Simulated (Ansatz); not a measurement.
BN (zinc blende, F-43m), PBEsol (plane waves, PAW; program Ansatz). The conduction-band minimum lies at X, with 3 equivalent valleys. Second derivatives d²E/dk² of the lowest band at one valley (eV·Å²), along Cartesian directions:

```json
[
 {"direction": "[100]", "d²E/dk²": "8.570"},
 {"direction": "[010]", "d²E/dk²": "25.85"},
 {"direction": "[001]", "d²E/dk²": "25.85"},
 {"direction": "[110]", "d²E/dk²": "17.21"},
 {"direction": "[101]", "d²E/dk²": "17.21"},
 {"direction": "[011]", "d²E/dk²": "25.84"}
]
```

**Question.** Find the principal effective masses, the density-of-states mass and the conductivity mass.

**Answer.** Off-diagonal terms follow from H_xy = H[110] − (H_xx + H_yy)/2, and m*/mₑ = 7.620 eV·Å² over each eigenvalue: 0.29, 0.29, 0.89. One valley's DOS mass (m₁m₂m₃)^(1/3) = 0.43, conductivity mass 3/(Σ 1/mᵢ) = 0.38 mₑ.

**Question.** What effective density of states Nc follows at 300 K for parabolic valleys?

**Answer.** Nc = 2.509e19 × 3 × (0.43)^(3/2) ≈ 2.1e19 cm⁻³.

The cell was relaxed with PBEsol under the symmetry of its start.

Potentials: the later of the program's two PAW sets.

Edges and masses are those of Kohn–Sham bands, whose gap is no quasiparticle gap.
